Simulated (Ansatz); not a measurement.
**Rocksalt alloy of NaCl and KCl (12 of 32 Na sites exchanged), 64 atoms**

Level of theory: DFT, PBEsol, PAW, plane waves (Ansatz 0.2.0).

Command:

```sh
ansatz run in.yaml --threads 8 --pin off --max-ram 118750MiB --runs-dir r --events-out ev --progress --plain --backend cuda --devices 0, --max-vram 170GiB
```

The input less its lattice and atoms:

```yaml
crystal:
  symmetry: { detect: false }
kpoints:
  mp_grid: { grid: [1, 1, 1], shift: [0.25, 0.25, 0.25] }
hamiltonian:
  xc: pbesol
scf:
  occupations: { method: fermi_dirac, width: 0.01 }
relax:
  f_tol: 0.03
  max_steps: 80
  escape_saddle: false
  adjacent_minimum: "off"
  cell: { fix: [shape] }
output:
  forces: true
  eigenvalues: true
  populations: true
```

Start:

```xyz
64
Lattice="11.6892 0.0000 0.0000 0.0000 11.6892 0.0000 0.0000 0.0000 11.6892" Properties=species:S:1:pos:R:3 pbc="T T T"
Cl    2.9499   11.6828    0.0136
Cl    2.8993   11.6654    5.8549
Cl    2.9385    5.8437    0.0036
Cl    2.9071    5.8769    5.8778
Cl    8.7736   11.6774    0.0036
Cl    8.7672    0.0092    5.8455
Cl    8.7291    5.8309    0.0018
Cl    8.7431    5.8776    5.8243
Cl   11.6803    2.9193   11.6473
Cl   11.6864    2.9287    5.7980
Cl    0.0284    8.7986    0.0150
Cl   11.6883    8.7976    5.8646
Cl    5.8557    2.9113   11.6724
Cl    5.8645    2.9309    5.8145
Cl    5.8704    8.7499   11.6734
Cl    5.8234    8.7533    5.8120
Cl    0.0072   11.6731    2.9158
Cl    0.0047    0.0173    8.7637
Cl   11.6571    5.8310    2.9189
Cl   11.6770    5.8540    8.7536
Cl    5.8771    0.0214    2.9076
Cl    5.8592   11.6831    8.7821
Cl    5.8413    5.8652    2.9454
Cl    5.8322    5.8476    8.7657
Cl    2.9119    2.9214    2.9092
Cl    2.9193    2.9076    8.7723
Cl    2.9596    8.7179    2.9406
Cl    2.9198    8.7575    8.7387
Cl    8.7529    2.9232    2.9017
Cl    8.7736    2.9192    8.7654
Cl    8.7755    8.7470    2.9554
Cl    8.7868    8.7444    8.7706
K    11.6860   11.6872   11.6808
K     0.0152    0.0068    5.8207
K     5.8479    5.8498    0.0202
K     5.8226    5.8427    5.8429
K     2.9418    8.7663    5.8487
K     8.7450    2.9409    5.8607
K     8.7489    8.7540   11.6792
K     2.9194    0.0238    8.7591
K     8.7606    0.0140    8.7758
K     8.7768    5.8169    2.9731
K    11.6710    2.9120    8.7884
K     5.8002    2.9165    8.7684
Na   11.6843    5.8474    0.0327
Na    0.0124    5.8357    5.8385
Na    5.8117    0.0197   11.6830
Na    5.8619   11.6814    5.8344
Na    2.9578    2.9576   11.6563
Na    2.8908    2.9282    5.8373
Na    2.9223    8.7594   11.6666
Na    8.7698    2.9124    0.0152
Na    8.7533    8.7988    5.8243
Na    2.9019    0.0107    2.9226
Na    2.9060    5.8310    2.9184
Na    2.9337    5.8498    8.7936
Na    8.7917   11.6890    2.9190
Na    8.7773    5.8221    8.7509
Na   11.6612    2.8941    2.9061
Na   11.6857    8.7448    2.9409
Na   11.6854    8.7628    8.7576
Na    5.8636    2.9128    2.8999
Na    5.8404    8.7154    2.9602
Na    5.8223    8.7571    8.7578
```

Steps:

```
 step  energy less the first (eV)  largest force component (eV/Å)  pressure (GPa)
start                       0.000                           0.565            0.70
    1                      -1.489                           0.163           -0.21
    2                      -1.653                           0.061           -0.13
    3                      -1.664                           0.005            0.01
    4                      -1.664                           0.005            0.01
```

A structure on the way, about -1.49 eV from the start:

```xyz
64
Lattice="11.7705 0.0000 0.0000 0.0000 11.7705 0.0000 0.0000 0.0000 11.7705" Properties=species:S:1:pos:R:3 pbc="T T T"
Cl    3.0567   11.7651    0.1025
Cl    3.0341    0.0930    5.7885
Cl    2.8473    5.8758   11.7670
Cl    2.8285    5.7941    5.9089
Cl    8.7409    0.0903    0.1011
Cl    8.7300   11.6833    5.7887
Cl    8.9105    5.7782   11.6820
Cl    8.9109    5.9951    5.9813
Cl   11.7636    3.0402    0.0836
Cl    0.0913    3.0485    5.7605
Cl    0.1128    8.7385    0.0120
Cl   11.6738    8.7448    5.8920
Cl    5.8835    2.8386    0.0872
Cl    5.7912    2.8471    5.7722
Cl    5.7967    8.9158   11.7577
Cl    5.9768    8.9251    5.8632
Cl    0.0063   11.7617    2.9349
Cl    0.0019   11.6851    8.8213
Cl    0.0914    5.8798    2.9360
Cl   11.7608    5.9859    8.8204
Cl    5.9038    0.0111    2.9353
Cl    5.8844   11.6660    8.8354
Cl    5.7844    5.8978    2.9481
Cl    5.8686    5.9811    8.8322
Cl    2.9357    2.9466    2.9311
Cl    2.9337    3.0375    8.8336
Cl    2.9653    8.7901    2.8508
Cl    2.9433    8.7283    8.9194
Cl    8.8235    2.8389    2.8340
Cl    8.8165    3.0413    8.9183
Cl    8.8374    8.9139    3.0517
Cl    8.8431    8.7241    8.7329
K     0.0120   11.7660    0.0111
K     0.0015   11.7696    5.8611
K     5.8801    5.8880    0.0075
K     5.8610    5.8878    5.8919
K     2.9431    8.8211    5.8789
K     8.8157    2.9521    5.8764
K     8.8227    8.8189   11.7684
K     2.9538   11.7683    8.8327
K     8.8152   11.7573    8.8337
K     8.8416    5.8759    2.9630
K    11.7646    2.9708    8.8350
K     5.8702    2.9411    8.8275
Na    0.0021    5.8864    0.0249
Na    0.0104    5.8887    5.8866
Na    5.8632    0.0070    0.0156
Na    5.8993   11.7630    5.8546
Na    2.9654    2.9709   11.7640
Na    2.9187    2.9539    5.8592
Na    2.9436    8.8170   11.7657
Na    8.8259    2.9360    0.0166
Na    8.8241    8.8472    5.8726
Na    2.9397    0.0168    2.9320
Na    2.9267    5.8737    2.9313
Na    2.9365    5.8998    8.8481
Na    8.8281   11.7643    2.9388
Na    8.8462    5.8878    8.8239
Na   11.7635    2.9283    2.9284
Na   11.7699    8.8085    2.9549
Na   11.7627    8.8032    8.8116
Na    5.8924    2.9081    2.9241
Na    5.8741    8.7999    2.9714
Na    5.8700    8.8183    8.8274
```

End:

```xyz
64
Lattice="11.7296 0.0000 0.0000 0.0000 11.7296 0.0000 0.0000 0.0000 11.7296" Properties=species:S:1:pos:R:3 pbc="T T T"
Cl    3.0461    0.0674    0.1304
Cl    3.0489    0.1376    5.7230
Cl    2.8175    5.8210    0.0069
Cl    2.8118    5.7380    5.8810
Cl    8.6554    0.1303    0.1170
Cl    8.6631   11.6350    5.7366
Cl    8.9415    5.7385   11.6104
Cl    8.9345    5.9540    5.9936
Cl    0.0293    3.0492    0.1411
Cl    0.1148    3.0501    5.7105
Cl    0.1154    8.6643    0.0221
Cl   11.6223    8.6696    5.8370
Cl    5.8354    2.8093    0.1405
Cl    5.7469    2.7993    5.7079
Cl    5.7427    8.9332    0.0225
Cl    5.9694    8.9200    5.8360
Cl    0.0259   11.6918    2.9276
Cl   11.7214   11.5251    8.7886
Cl    0.1269    5.8964    2.9386
Cl    0.0234    5.9847    8.7943
Cl    5.8369   11.6983    2.9307
Cl    5.8577   11.5676    8.7751
Cl    5.7185    5.9215    2.9357
Cl    5.8576    6.0224    8.7979
Cl    2.9324    2.9451    2.8934
Cl    2.9333    3.0844    8.8608
Cl    2.9275    8.8044    2.8174
Cl    2.9294    8.6602    8.9268
Cl    8.7944    2.8126    2.8219
Cl    8.7976    3.0650    8.9307
Cl    8.7941    8.9142    3.0289
Cl    8.7997    8.6718    8.6889
K     0.0083   11.7270    0.0263
K    11.7215   11.7085    5.8257
K     5.8462    5.8628    0.0000
K     5.8555    5.8752    5.8682
K     2.9326    8.7835    5.8570
K     8.7948    2.9306    5.8370
K     8.7939    8.8003   11.7260
K     2.9487   11.7265    8.8148
K     8.7658   11.7004    8.7927
K     8.8227    5.8670    2.9376
K     0.0132    2.9763    8.8077
K     5.8524    2.9245    8.8067
Na    0.0469    5.8588    0.0043
Na    0.0288    5.8835    5.8610
Na    5.8316    0.0012    0.0822
Na    5.8568   11.7003    5.7731
Na    2.9339    2.9653    0.0750
Na    2.9326    2.9608    5.7405
Na    2.9314    8.7565    0.0247
Na    8.7984    2.9343    0.0522
Na    8.7955    8.7965    5.8577
Na    2.9634    0.0235    2.9060
Na    2.8962    5.8471    2.8985
Na    2.8787    5.8827    8.8382
Na    8.7341   11.7240    2.9288
Na    8.8734    5.9076    8.8005
Na    0.0616    2.9595    2.9074
Na    0.0369    8.7701    2.9303
Na   11.7272    8.7016    8.7937
Na    5.7973    2.8200    2.9054
Na    5.8213    8.8753    2.9316
Na    5.8634    8.7942    8.7934
```

The run converged.

Time: 4.8 s of wall time on one NVIDIA GB200 with 8 processor threads, on a host shared with other runs; peak host memory 2 GiB.

Q: How much energy did the relaxation gain, and which atom moved most?

A: 1.66 eV in 4 steps, from a start with small random displacements; atom 2 (Cl) moved 0.26 Å, the median atom 0.11 Å (drift of the whole cell removed).
